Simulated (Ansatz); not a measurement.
LuBRh₃:
```
LuBRh3
1.0
    4.14185     0.00000     0.00000
    0.00000     4.14185     0.00000
    0.00000     0.00000     4.14185
Rh B Lu
3 1 1
Direct
  0.00000   0.50000   0.50000
  0.50000   0.00000   0.50000
  0.50000   0.50000   0.00000
  0.50000   0.50000   0.50000
  0.00000   0.00000   0.00000
```

Relaxed with r²SCAN. Special points in fractions of this cell's reciprocal vectors: Γ (0.000, 0.000, 0.000); X (0.000, 0.500, 0.000); M (0.500, 0.500, 0.000); R (0.500, 0.500, 0.500).

Q: List the band energies nearest the Fermi level at these points for the program Ansatz at the r²SCAN with spin–orbit coupling level (PAW).

A: In eV from the Fermi level; about four levels below and three above (degenerate sets whole), none deeper than 8.9 eV; points with the same levels are listed once.

| k | below | above |
|---|---|---|
| Γ | -0.77 -0.77 -0.77 -0.77 -0.63 -0.63 | 0.24 0.24 0.29 0.29 |
| X | -1.20 -1.20 -0.76 -0.76 | 0.35 0.35 2.14 2.14 |
| M | -0.91 -0.91 -0.59 -0.59 | 1.55 1.55 1.78 1.78 |
| R | -1.38 -1.38 -1.38 -1.38 | 0.06 0.06 0.18 0.18 0.18 0.18 |

Space group Pm-3m (cubic perovskite). The workflow started from an entry of the Crystallography Open Database (COD). Whether it is the stable phase at ambient conditions was not checked. Symmetry was held in the r²SCAN relaxation; its stability against distortions is not shown here. The run is not spin-polarised.

Potentials: the later of the program's two PAW sets.
